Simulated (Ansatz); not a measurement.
TaAs (CsCl type, space group No. 221) at seven volumes, DFT-r²SCAN in the program Ansatz with PAW potentials, scaled uniformly. One row is withheld.

```csv
V (Å³/atom),P (GPa)
14.897,22.06
15.388,13.50
15.880,6.21
16.371,0.00
16.862,?
17.353,-9.81
17.844,-13.65
```

Question: Fit the shown pressures and predict the withheld one.

Answer: P = (3/2)B₀(x^(7/2) − x^(5/2))[1 + (3/4)(B′ − 4)(x − 1)] with x = (V₀/V)^(2/3). Least squares on the six rows gives V₀ = 16.371 Å³/atom, B₀ = 191 GPa, B′ = 4.30. At V = 16.862, x = 0.9805 and P = -5.30 GPa. The run itself gave -5.30 GPa.

Space group Pm-3m (CsCl type). A made-up cell: these elements were put on the sites of a structure type; neither database checked (COD, Materials Project) lists it. It is not the phase usual at ambient conditions (space group No. 109). The r²SCAN relaxation kept the symmetry of its start; its stability against distortions is not shown here. The run is not spin-polarised. Scalar-relativistic: spin–orbit coupling is off unless named, which matters more the heavier the elements.

Potentials: the earlier of the program's two PAW sets.
